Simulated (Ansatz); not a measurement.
Ansatz (a first-principles code) input:

Ansatz 0.2 input:
```yaml
crystal:
  lattice:
    - [0.0, 2.7575707631, 2.7575707631]
    - [2.7575707631, 0.0, 2.7575707631]
    - [2.7575707631, 2.7575707631, 0.0]
  atoms:
    - { symbol: Ge, position: [0.0, 0.0, 0.0] }
    - { symbol: Se, position: [0.5, 0.5, 0.5] }
kpoints:
  mp_grid: { grid: [13, 13, 13] }
hamiltonian:
  xc: lda
  pseudopotentials: { azcp: { folder: ./paw }, kind: paw }
scf:
  occupations: { method: fermi_dirac, width: 0.1 }
phonons:
  method: dfpt
  response_accuracy: low
  eigenvectors: true
  rigid_motions: translations
```

Output (shortened):

```
Pseudopotential: Ge, paw, valence charge 14
Pseudopotential: Se, paw, valence charge 16
Functional definition: SPW92
Crystal: 2 atoms, lattice volume = 41.938 Å³
Basis set: ecut = 420 eV, 869 PW (Γ), exchange–correlation on 54×54×54 points (8 copies of the dense FFT grid, shifted against one another)
Bands: 19, of which v1, the nominal top of the filled ones, is band 15 counted from 1 (14 counted from 0)
Symmetry: 48 space group operations
k-points: 196 of 2197 (irreducible under 8 space group operations, time reversal used)
SCF iter   1: F=—  HF=-9599.628581 eV  |F-HF|=—  |Δ(HF+E_count)|=         —  Δρ=2.90e-2  dr2=4.33e-1  ethr=3.10e-3  ⟨swp⟩=5.3  Hψ=16050  notcnv=0
preconditioner: auto → none
SCF iter   2: F=—  HF=-9599.486059 eV  |F-HF|=—  |Δ(HF+E_count)|=   1.43e-1  Δρ=1.06e-2  dr2=6.12e-2  ethr=1.44e-3  ⟨swp⟩=3.0  Hψ=7656  notcnv=0
SCF iter   3: F=—  HF=-9599.464055 eV  |F-HF|=—  |Δ(HF+E_count)|=   2.20e-2  Δρ=1.96e-3  dr2=2.09e-3  ethr=2.04e-4  ⟨swp⟩=2.0  Hψ=6473  notcnv=0
SCF iter   4: F=—  HF=-9599.462985 eV  |F-HF|=—  |Δ(HF+E_count)|=   1.07e-3  Δρ=6.72e-4  dr2=1.16e-4  ethr=6.98e-6  ⟨swp⟩=2.0  Hψ=5712  notcnv=0
SCF iter   5: F=—  HF=-9599.463083 eV  |F-HF|=—  |Δ(HF+E_count)|=   9.80e-5  Δρ=1.13e-4  dr2=3.78e-6  ethr=3.87e-7  ⟨swp⟩=2.0  Hψ=6641  notcnv=0
SCF iter   6: F=—  HF=-9599.463077 eV  |F-HF|=—  |Δ(HF+E_count)|=   6.39e-6  Δρ=2.12e-5  dr2=2.02e-7  ethr=1.26e-8  ⟨swp⟩=2.0  Hψ=6695  notcnv=0
SCF iter   7: F=—  HF=-9599.463076 eV  |F-HF|=—  |Δ(HF+E_count)|=   6.67e-7  Δρ=4.70e-6  dr2=1.11e-8  ethr=6.75e-10  ⟨swp⟩=2.0  Hψ=6664  notcnv=0
SCF iter   8: F=—  HF=-9599.463076 eV  |F-HF|=—  |Δ(HF+E_count)|=   2.17e-9  Δρ=2.96e-7  dr2=2.88e-11  ethr=3.70e-11  ⟨swp⟩=2.0  Hψ=4439  notcnv=0
SCF iter   9: F=-9599.463076 eV  HF=-9599.463076 eV  |F-HF|=3.64e-12  |Δ(HF+E_count)|=  1.82e-12  Δρ=5.32e-8  dr2=7.45e-13  ethr=1.00e-12  ⟨swp⟩=5.0  Hψ=15739  notcnv=0
SCF 1 converged in 9 iterations: F = -9599.463076 eV  dr2 = 7.45e-13
DFPT response loops at Γ: preconditioner auto → Kerker (q_TF=auto, 2.580 Å⁻¹) (partly filled bands, converged f_vac=0.003) …
SCF converged after 9 iterations
Free energy (F): -9599.463076 eV
Harris-Foulkes:  -9599.463076 eV  (|F-HF|=3.64e-12)
Internal energy: -9599.460183 eV  (E = F + TS)
E sigma→0 (E₀):  -9599.461629 eV
Entropy (-TS):   -0.002893 eV (-1.447 meV/atom)
Fermi energy:    9.993784 eV
--- Per-component energies (eV) ---
  E_band       = -501.654280
  E_kinetic    = 203.738674
  E_local      = -4461.979301  (includes V_loc(G=0)·N_el)
  E_nonlocal   = -134.975916
  E_hartree    = 2262.990731
  E_xc         = -157.491828
  E_vxc        = -157.577756  (∫ρ·V_xc dr)
  E_paw        = -3973.149780  (= ΣΔE_a)
  E_vpaw       = -476.841106  (= ΣTr[D̂ρ^β])
  E_aug_tail   = -0.000306  (compensation charges beyond the density's cutoff)
  E_ewald      = -3342.718143
  E_core_change = 4.125686  (= ΣΔE_core)
  E_smearing   = -0.002893  (= −TS)
  E_closure    =  0.000000  (closes the sum)
  Σ components = -9599.463076   (vs F -9599.463076, Δ=0.00e0)
  [band-id]    e_kinetic+e_local+e_nonlocal+2·e_hartree+e_vxc+e_vpaw+e_augmentation_tail = -501.654249   (vs E_band -501.654280, Δ=3.07e-5)
--- Band table (eV; the first three rows and the last of 196) ---
  k-point 0: bands = ["-38.3983", "-38.3983", "-38.3961", "-38.3961", "-38.3961", "-15.2695", "-15.2695", "-15.2648", "-15.2648", "-15.2648", "-5.4287", "4.5980", "7.5168", "7.5168", "7.5168", "14.1588", "14.1588", "14.1588", "15.8690"]
  k-point 1: bands = ["-38.3983", "-38.3983", "-38.3960", "-38.3960", "-38.3960", "-15.2697", "-15.2697", "-15.2647", "-15.2645", "-15.2645", "-5.3651", "4.2242", "7.5188", "7.5188", "7.7779", "13.7755", "13.7755", "13.8074", "15.8552"]
  k-point 2: bands = ["-38.3983", "-38.3983", "-38.3960", "-38.3960", "-38.3960", "-15.2702", "-15.2702", "-15.2645", "-15.2637", "-15.2637", "-5.1780", "3.3839", "7.5303", "7.5303", "8.2884", "12.9756", "12.9756", "13.0563", "15.9259"]
  k-point 195: bands = ["-38.3984", "-38.3982", "-38.3959", "-38.3958", "-38.3955", "-15.2789", "-15.2693", "-15.2629", "-15.2614", "-15.2560", "-3.3330", "1.3028", "4.1190", "4.2505", "8.9280", "11.1328", "15.2758", "15.7447", "17.0364"]
--- Phonons (Γ-DFPT): 2 representative perturbations + reference, on 196 of 2197 k-points (Σ response iterations 5) ---
  ASR residual: 6.516e-4 → 0.000e0 eV/Å²; symmetrization residual: 5.724e-5 eV/Å²
  ASR residual per site (eV/Å²): 6.52e-4 8.49e-5
  Γ frequencies (cm⁻¹): -72.40 -72.40 -72.40 0.00 0.00 0.00
  non-analytic LO–TO correction: not included (Born effective charges unavailable; polar crystals: no LO–TO splitting at Γ)
```

Cost: around 30 core-seconds (rough) on shared cores.

Space group Fm-3m (rock salt). The first step of the workflow began from a Materials Project structure, measured or hypothetical; the Crystallography Open Database copy checked does not list it. It is not the phase usual at ambient conditions (space group No. 62). The LDA relaxation kept the symmetry of its start. At this level the phase is dynamically unstable (imaginary phonons). As this level gives no gap, phonon frequencies hold no LO–TO term and depend on the k-mesh and smearing (Fermi–Dirac, 0.1 eV here). Scalar-relativistic: spin–orbit coupling is off unless named, which matters more the heavier the elements.

Potentials: the earlier of the program's two PAW sets.

Ansatz is a plane-wave DFT program.
